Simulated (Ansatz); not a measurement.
Zr (β-Sn type, space group No. 141) at seven volumes, PBE in the plane-wave PAW code Ansatz, shape and atoms relaxed at each. One row is withheld.

```tsv
V (Å³/atom)	P (GPa)
21.445	8.83
22.152	?
22.859	2.55
23.566	0.00
24.273	-2.23
24.980	-4.18
25.687	-5.87
```

Q: Fit the shown pressures and predict the withheld one.

A: P = (3/2)B₀(x^(7/2) − x^(5/2))[1 + (3/4)(B′ − 4)(x − 1)] with x = (V₀/V)^(2/3). Least squares on the six rows gives V₀ = 23.565 Å³/atom, B₀ = 79.4 GPa, B′ = 3.53. At V = 22.152, x = 1.0421 and P = 5.47 GPa. The run itself gave 5.48 GPa.

Space group I4_1/amd (β-Sn type). A made-up cell: these elements were put on the sites of a structure type; neither database checked (COD, Materials Project) lists it. It is not the phase usual at ambient conditions (space group No. 194). The cell was relaxed with PBE under the symmetry of its start. At this level the phase is dynamically unstable (imaginary phonons). The run is not spin-polarised.

Potentials: the later of the program's two PAW sets.
